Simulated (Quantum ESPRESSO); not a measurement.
Band energies of ZnSe

```xyz
2
Lattice="0.0000 2.8164 2.8164 2.8164 0.0000 2.8164 2.8164 2.8164 0.0000" Properties=species:S:1:pos:R:3 pbc="T T T"
Zn     0.0000     0.0000     0.0000
Se     1.4082     1.4082     1.4082
```

PBEsol (Quantum ESPRESSO, PseudoDojo norm-conserving, 86 Ry, scalar-relativistic); path ΓXWKΓLUWLK,UX; energies in eV from the valence-band maximum.

```csv
k (1/Å),point,band 14,band 15,band 16,band 17,band 18,band 19,band 20,band 21
0.00,Γ,-6.23,-6.23,0.00,0.00,0.00,1.24,5.75,5.75
0.33,,-6.24,-6.22,-1.69,-0.61,-0.61,3.06,4.73,6.70
0.78,,-6.21,-6.19,-4.01,-1.89,-1.89,3.19,3.78,9.12
1.12,X,-6.18,-6.04,-4.86,-2.27,-2.27,2.81,3.38,10.73
1.23,,-6.18,-6.03,-4.86,-2.33,-2.32,2.97,3.53,10.40
1.56,,-6.23,-5.92,-4.81,-2.81,-2.74,4.86,5.24,7.53
1.67,W,-6.26,-5.91,-4.80,-2.87,-2.78,5.37,5.61,6.92
2.07,K,-6.20,-5.95,-4.84,-3.21,-1.86,3.47,5.57,8.99
2.46,,-6.24,-6.18,-4.24,-2.64,-0.95,4.12,6.30,6.75
2.86,,-6.24,-6.22,-2.29,-0.93,-0.21,3.07,5.49,6.17
3.15,,-6.23,-6.23,-0.34,-0.06,-0.01,1.55,5.69,5.77
3.25,Γ,-6.23,-6.23,0.00,0.00,0.00,1.24,5.75,5.75
3.57,,-6.23,-6.23,-1.96,-0.26,-0.26,2.52,5.81,6.16
4.00,,-6.21,-6.21,-4.74,-0.81,-0.81,2.55,6.38,6.38
4.22,L,-6.21,-6.06,-5.39,-0.90,-0.90,2.48,6.32,6.32
4.41,,-6.21,-6.05,-5.29,-1.51,-1.05,3.13,5.89,6.68
4.70,,-6.21,-5.99,-4.92,-2.96,-1.57,3.74,6.08,8.05
4.90,U,-6.20,-5.95,-4.84,-3.21,-1.86,3.47,5.57,8.99
5.10,,-6.22,-5.93,-4.82,-3.11,-2.26,4.23,5.60,7.82
5.29,W,-6.26,-5.91,-4.80,-2.87,-2.78,5.37,5.61,6.92
5.49,,-6.25,-5.95,-4.82,-3.05,-2.19,4.98,5.55,6.92
5.89,,-6.21,-6.04,-5.29,-1.52,-1.06,3.15,5.87,6.70
6.08,L,-6.21,-6.06,-5.39,-0.90,-0.90,2.48,6.32,6.32
6.17,,-6.21,-6.06,-5.37,-1.04,-0.93,2.63,6.21,6.39
6.51,,-6.21,-6.00,-4.99,-2.72,-1.45,3.80,5.95,7.86
6.77,K,-6.20,-5.95,-4.84,-3.21,-1.86,3.47,5.57,8.99
6.77,U,-6.20,-5.95,-4.84,-3.21,-1.86,3.47,5.57,8.99
7.16,X,-6.18,-6.04,-4.86,-2.27,-2.27,2.81,3.38,10.73
```

The PBEsol gap is direct, 1.24 eV at Γ.

Spin-orbit splittings are left out.

Geometry relaxed with PBEsol.
